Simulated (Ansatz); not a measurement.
MgTl, DFT, LDA, PAW with Ansatz's default frozen-core files, scalar-relativistic (Ansatz 0.2.0), run on 1 thread of Arm Neoverse V1 on a shared host.

The geometry is COD entry 1523145, unchecked; take it as a test cell. It is an old determination, and later ones may differ. The listed cell was then made from it by scaling, straining or moving an atom.

Command: `ansatz run input.yaml --threads 1 --pin off --max-ram 3072MiB --backend cpu --events-out ev --progress --plain --runs-dir out`

```yaml
crystal:
  lattice:
    - [3.635, 0.03635, 0.03635]
    - [0.03635, 3.635, 0.03635]
    - [0.03635, 0.03635, 3.635]
  atoms:
    - { symbol: Mg, position: [0.0, 0.0, 0.0] }
    - { symbol: Tl, position: [0.5, 0.5, 0.5] }
kpoints:
  mp_grid: { grid: [9, 9, 9] }
scf:
  occupations: { method: fermi_dirac, width: 0.05 }
hamiltonian:
  xc: lda
  pseudopotentials: { kind: paw }
output:
  forces: true
  stress: true
  eigenvalues: true
  efg: { contact_densities: true }
  write_density: true
  write_potential: true
  elf: true
  volumetric_format: npy
```

(1) How large is the problem that the program sets up?

(2) About how long does it take, and how much memory does it use?

(3) And the same cell and mesh by crystal-made all-electron datasets, asked for forces, stress, eigenvalues, efg, on the same hardware?

## Answers

(1) 85 irreducible k-points, 949 plane waves at Γ, 16 bands.

(2) 7.4 s of wall time for 7 SCF iterations, with a peak of 0.39 GiB. Times on shared machines scatter by tens of per cent.

(3) 9.3 s, peak memory 0.44 GiB.
